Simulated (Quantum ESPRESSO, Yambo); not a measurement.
SiC (zinc blende, space group F-43m, No. 216) under isotropic strain (on all lattice vectors), counted from the cell relaxed with PBEsol, atoms relaxed at each step. PBEsol (pw.x of Quantum ESPRESSO, ONCV potentials, scalar-relativistic); G0W0 in Yambo (6×6×6 Γ-centred k mesh, 76 bands and a 14 Ry block in the screening, 76 bands in G with the Bruneval-Gonze terminator, plasmon pole fitted at 27.2 eV).

```json
[
 {"strain s (%)": "-3", "PBEsol direct gap at X (eV)": "?", "G0W0 direct gap at X (eV)": "?"},
 {"strain s (%)": "-1.5", "PBEsol direct gap at X (eV)": "4.507", "G0W0 direct gap at X (eV)": "5.714"},
 {"strain s (%)": "-0.7", "PBEsol direct gap at X (eV)": "4.482", "G0W0 direct gap at X (eV)": "5.669"},
 {"strain s (%)": "0", "PBEsol direct gap at X (eV)": "4.459", "G0W0 direct gap at X (eV)": "5.639"},
 {"strain s (%)": "+1", "PBEsol direct gap at X (eV)": "4.425", "G0W0 direct gap at X (eV)": "5.582"},
 {"strain s (%)": "+2", "PBEsol direct gap at X (eV)": "4.391", "G0W0 direct gap at X (eV)": "5.521"}
]
```

Task: Fit a parabola in s to each column by least squares and predict the withheld row.

Result: PBEsol: E = 4.459 − 0.0330 s − 0.0005 s² (largest residual 0 meV), giving 4.553 eV at s = -3; the run gave 4.553 eV, a miss of 0 meV. G0W0: E = 5.637 − 0.0535 s − 0.0020 s² (largest residual 5 meV), giving 5.779 eV at s = -3; the run gave 5.785 eV, a miss of 6 meV. The withheld row lies outside the fitted range, so this is an extrapolation. The GW settings are held fixed; their convergence isn't established. The screening block changes size along the series (137 vectors at -3 %, 137 vectors at -1.5 %, 137 vectors at -0.7 %, 169 vectors at +0 %, 169 vectors at +1 %, 169 vectors at +2 %), which puts steps into the G0W0 values.
